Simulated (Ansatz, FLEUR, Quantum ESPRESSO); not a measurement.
# Equation of state of Sn3Te under PBEsol

The structure is cubic, space group Pm-3m (No. 221). The conventional cell has a = 4.866 Å, b = 4.866 Å, c = 4.866 Å, α = 90.00°, β = 90.00°, γ = 90.00°. Around Te (site symmetry m-3m) lie 12 Sn at 3.44 Å. Around Sn (site symmetry 4/mmm) lie 4 Te at 3.44 Å and 8 Sn at 3.44 Å.

The cell comes from a database or a generator and needn't be the stable form of this composition.

The cell was scaled at fixed shape and fractions and run with Ansatz, Ansatz PAW, cutoff 420 eV; PBEsol, k mesh 6 × 6 × 6 on the cell of 4 atoms, fermi-dirac occupations of 0.05 eV, no spin polarisation, no spin-orbit coupling. The potentials were made for PBE. Energies are those that the program minimises, any entropy of the smearing included. For a metal such a mesh isn't converged to the digits shown.

```tsv
V (Å³/atom)	energy over the lowest row (meV/atom)
27.0697	0.00
27.6456	0.13
28.2216	3.86
28.7975	10.82
29.3735	20.70
29.9494	?
30.5254	48.04
```

Fit the third-order Birch-Murnaghan form, give V0, B0 and B′, and predict the energy left open.

With y = (V0/V)^(2/3), E = E0 + (9 V0 B0/16) [(y - 1)³ B′ + (y - 1)² (6 - 4y)]. Least squares through the rows shown give V0 = 27.3354 Å³/atom, E0 = -0.41 meV, B0 = 50.27 GPa (1 eV/Å³ = 160.218 GPa) and B′ = 4.06, with a largest miss of 0.01 meV. At V = 29.9494 the form with these constants gives 33.20 meV; the run gave 33.20 meV an atom. Other set-ups at this level, from all their volumes (Å³/atom, GPa): FLEUR, all-electron, FLAPW: V0 27.349, B0 50.28; Ansatz, all-electron LAPW, scalar-relativistic: V0 27.335, B0 50.1; Quantum ESPRESSO, GBRV 1.5 PBEsol: V0 27.276, B0 50.64.
